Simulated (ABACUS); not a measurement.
ABACUS run on Cd₄TeSe₃ (Pmm2, 8 atoms in the cell; from Materials Project mp-1226768, changed as shown): self-consistent single point.

Level of theory: PBEsol, numerical atomic orbitals TZDP (confined pseudo-atomic orbitals with Gaussian additions; energy shift 0.003 Ry), PseudoDojo 0.4 standard norm-conserving PBEsol (tails mended) pseudopotentials (ABACUS).

The change in words: lattice scaled by 0.98. Reference geometry (Pmm2):
```yaml
crystal:
  lattice:
    - [4.46935, 0.00000, 0.00000]
    - [0.00000, 8.96146, 0.00000]
    - [0.00000, 0.00000, 6.26811]
  atoms:
    - { symbol: Cd, position: [0.00000, 0.23832, 0.00823] }
    - { symbol: Cd, position: [0.00000, 0.76168, 0.00823] }
    - { symbol: Cd, position: [0.50000, 0.00000, 0.50446] }
    - { symbol: Cd, position: [0.50000, 0.50000, 0.47792] }
    - { symbol: Te, position: [0.00000, 0.50000, 0.75290] }
    - { symbol: Se, position: [0.50000, 0.24318, 0.25009] }
    - { symbol: Se, position: [0.50000, 0.75682, 0.25009] }
    - { symbol: Se, position: [0.00000, 0.00000, 0.74809] }
```

Reference input (self-consistent single point, DFT, PBEsol, numerical atomic orbitals TZDP (confined pseudo-atomic orbitals with Gaussian additions; energy shift 0.003 Ry), PseudoDojo 0.4 standard norm-conserving PBEsol (tails mended) pseudopotentials): basis = TZDP numerical atomic orbitals, energy shift 0.003 Ry; KPT = Gamma 4 2 2 0 0 0; basis_type = lcao; dft_functional = PBESOL; ecutwfc = 100 Ry; smearing_method = fd; smearing_sigma = 0.000734986 Ry; potentials = PseudoDojo 0.4 standard norm-conserving PBEsol (tails mended); symmetry = 1; symmetry_prec = 1e-05; ks_solver = scalapack_gvx; scf_nmax = 100. This run's input differs from it in these lines:

```diff
@@ -37,5 +37,5 @@
 LATTICE_VECTORS
-   4.4693500000    0.0000000000    0.0000000000
-   0.0000000000    8.9614600000    0.0000000000
-   0.0000000000    0.0000000000    6.2681100000
+   4.3799630000    0.0000000000    0.0000000000
+   0.0000000000    8.7822310000    0.0000000000
+   0.0000000000    0.0000000000    6.1427480000
```

Log, with long lists cut:

```
 SELF-CONSISTENT
 -------------------------------------------

                  longest orb rcut (Bohr) = 8
   longest nonlocal projector rcut (Bohr) = 2.3
                     search radius (Bohr) = 20.6

                          real space grid = [ 54, 108, 75 ]

                                 init_chg = atomic

 LCAO ALGORITHM --------------- ION=   1  ELEC=   1--------------------------------

 Density error is 0.0311155570324
 E_KohnSham     -2337.6942668375     -31805.9622109223
 E_Fermi        0.5596213695         7.6140393480

 LCAO ALGORITHM --------------- ION=   1  ELEC=   2--------------------------------

   [... lines left out ...]

   [... 7 blocks of this kind left out ...]

 LCAO ALGORITHM --------------- ION=   1  ELEC=  10--------------------------------

 Density error is 1.05081096702e-07
 E_KohnSham     -2337.7803478894     -31807.1334037176
 E_Fermi        0.5889668908         8.0133056485

 LCAO ALGORITHM --------------- ION=   1  ELEC=  11--------------------------------

 Density error is 2.83078726171e-08
 E_KohnSham     -2337.7803478894     -31807.1334037183
 E_KS(sigma->0) -2337.7803478894     -31807.1334037183
 E_entropy(-TS) -0.0000000000        -0.0000000000
 E_Fermi        0.5889668900         8.0133056379
 charge density convergence is achieved
 final etot is -31807.133404 eV
 EFERMI = 8.0133056379 eV

 STATE ENERGY(eV) AND OCCUPATIONS    NSPIN == 1
   [... 84 lines left out ...]

 TOTAL-FORCE (eV/Angstrom)
                       Cd1         0.0000000000        -0.0287659312         0.0030866043
                       Cd2         0.0000000000         0.0287659312         0.0030866043
                       Cd3         0.0000000000         0.0000000000         0.0789122198
                       Cd4         0.0000000000         0.0000000000        -0.0923292491
                       Te1         0.0000000000         0.0000000000         0.0076311433
                       Se1         0.0000000000         0.0147293274         0.0096633882
                       Se2         0.0000000000        -0.0147293274         0.0096633882
   [... lines left out ...]

 TOTAL-STRESS (KBAR)
         5.8150160746         0.0000000000         0.0000000000
         0.0000000000         4.0344432529         0.0000000000
         0.0000000000         0.0000000000         3.6654440451
 TOTAL-PRESSURE: 4.504968 KBAR

 --------------------------------------------
 !FINAL_ETOT_IS -31807.1334037182605243 eV
 --------------------------------------------
```

The run converged in 11 iterations. Against the reference run the free energy drops by 11.4 meV/atom, the pressure goes from -2.25 to 0.45 GPa and the gap on the mesh goes from 0.331 to 0.474 eV.

Spin-orbit coupling is left out, which matters for bands and gaps with elements this heavy. The atom-centred basis is finite, which shifts total energies, pressures and gaps against plane waves. The structure comes from a collection of computed structures, made at another level of theory; the collection holds predicted forms beside known ones.

Cost on one core: about 80 core-seconds (a rough figure).

The atomic orbitals were generated for these runs; they are not ABACUS's published sets and were checked against plane waves on a few crystals only.

“Tails mended”: in these copies of the files the far tail of each local potential was reset to the Coulomb form.
